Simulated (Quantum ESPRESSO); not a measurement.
## Mo3PdAg2NbRu (one composition in several site orders)

A calculation, not a measurement. The program is pw.x of Quantum ESPRESSO 7.5 (plane-wave density functional theory). The cell is made up: eight metal atoms on a face-centred cubic lattice, with elements, volume, strain and displacements drawn at random and not relaxed, so it may be unstable or far from any real phase. PseudoDojo standard norm-conserving files set the functional (PBE unless stated); there is no spin polarisation or spin-orbit coupling, the Fermi-Dirac width of 0.25 eV means electrons at about 2900 K, and the masses in the input are unused placeholders. A spin test at this wide smearing found no moment, but such smearing suppresses magnetism that the real alloy may have.

The runs put one composition on the sites in different orders. Cell, positions, cutoff, mesh and smearing stay as in the input of run 1; sites are counted in its order. Stress in the tables is positive in tension.

Input of run 1:

```
&control calculation='scf', pseudo_dir='./dojo.nc.sr.pbe.v0_5.standard.upf', outdir='./o', disk_io='minimal', tprnfor=.true., tstress=.true. /
&system ibrav=0, nat=8, ntyp=5, nbnd=80, ecutwfc=84.00895049, nosym=.true., tot_charge=0,
 occupations='smearing', smearing='fd', degauss=0.0183746611
/
&electrons conv_thr=1.470e-08, electron_maxstep=70, mixing_beta=0.5 /
ATOMIC_SPECIES
Ag 1.0 Ag.upf
Mo 1.0 Mo.upf
Nb 1.0 Nb.upf
Pd 1.0 Pd.upf
Ru 1.0 Ru.upf
CELL_PARAMETERS angstrom
-0.0132 -2.015 -2.034
2.0269 4.03 -2.0208
8.2412 -4.0481 4.1391
ATOMIC_POSITIONS angstrom
Mo -0.0636 -0.1642 -0.1982
Pd 3.984 -1.9353 2.0032
Ag 4.1227 0.1635 -0.1099
Nb 8.2582 -1.9844 1.9966
Ru 2.0591 -1.9948 -0.0836
Ag 6.2109 -4.002 2.0541
Mo 2.0821 -0.2032 -1.8124
Mo 6.1899 -2.0515 0.0869
K_POINTS automatic
8 5 3 1 1 1
```

| run | elements on sites 1 to 8 | free energy less that of run 1 (eV) | -TS (eV) | pressure (GPa) | stress xx (GPa) | stress yy (GPa) | stress zz (GPa) | stress yz (GPa) | stress xz (GPa) | stress xy (GPa) | iterations |
| --- | --- | --- | --- | --- | --- | --- | --- | --- | --- | --- | --- |
| 1 | Mo Pd Ag Nb Ru Ag Mo Mo | 0.000 | -1.692 | -2.24 | -0.11 | 2.87 | 3.95 | 1.77 | -0.03 | 0.94 | 22 |
| 2 | Pd Nb Ru Ag Mo Mo Mo Ag | -0.745 | -1.660 | -2.71 | 1.66 | 3.11 | 3.36 | 2.91 | 2.07 | -1.05 | 22 |
| 3 | Ru Ag Pd Ag Nb Mo Mo Mo | -0.246 | -1.701 | -3.15 | 1.01 | 3.11 | 5.33 | 2.12 | 0.74 | 0.22 | 21 |
| 4 | Mo Ag Nb Ru Mo Pd Mo Ag | -0.525 | -1.684 | -0.94 | -2.20 | 2.91 | 2.11 | -1.09 | 0.88 | -0.44 | 21 |
| 5 | Mo Nb Pd Ag Ru Ag Mo Mo | -0.309 | -1.715 | -3.18 | 0.88 | 3.51 | 5.15 | 3.34 | -0.93 | 0.17 | 18 |
| 6 | Pd Ag Mo Nb Ru Ag Mo Mo | -0.104 | -1.753 | -2.81 | 2.12 | 2.95 | 3.35 | 2.33 | 3.56 | -2.78 | 21 |

Forces Fx Fy Fz (eV/Å):

```
site             run 1              run 2             run 3             run 4              run 5              run 6
   1   1.53 -0.01 0.82     0.51 1.00 0.41   1.09 0.97 -0.04   -1.13 0.19 0.43     2.28 0.13 0.65     0.76 0.43 0.80
   2   1.55 0.04 -0.26    0.69 -0.21 0.12   1.70 -0.32 0.05  2.19 -0.13 -0.21    0.50 0.28 -0.48    1.42 0.08 -0.32
   3   0.82 -1.55 1.34   -0.43 -0.89 0.62   0.19 -1.40 1.10  -0.07 -0.72 0.76    0.34 -1.61 1.38   -1.09 -1.24 1.26
   4   0.01 -0.54 0.59   -0.04 -0.90 0.62   0.09 -0.99 0.70   1.28 -0.78 0.94   -0.15 -0.98 0.64    0.03 -0.68 0.50
   5  -1.02 0.36 -0.39   -0.68 -0.23 0.03   -0.88 0.07 0.01   -0.92 0.14 0.14   -0.85 0.11 -0.09   -0.64 -0.11 0.08
   6  -1.04 0.04 -0.49  -0.35 -0.12 -0.13   0.21 -0.18 0.00  0.36 -0.27 -0.16  -0.45 -0.14 -0.27  -0.64 -0.11 -0.21
   7  -1.12 1.22 -1.13    0.51 0.75 -1.02  -1.95 1.53 -1.41  -1.66 1.21 -1.50   -0.62 1.49 -1.07    0.57 0.89 -1.32
   8  -0.73 0.42 -0.48   -0.20 0.61 -0.65  -0.44 0.32 -0.41  -0.04 0.35 -0.41   -1.05 0.72 -0.76   -0.40 0.74 -0.78
```

The sites are displaced and not relaxed, so the energy differences mix bonding between neighbours with strain and are not ordering energies. A rerun of one cell of this series at a higher cutoff and on a denser mesh moved values by no more than 0.007 eV in energy, 0.05 GPa in stress and 0.008 eV/Å in force, and a second program with other atomic files agreed on that cell to 2 % rms in force and 0.5 GPa in pressure.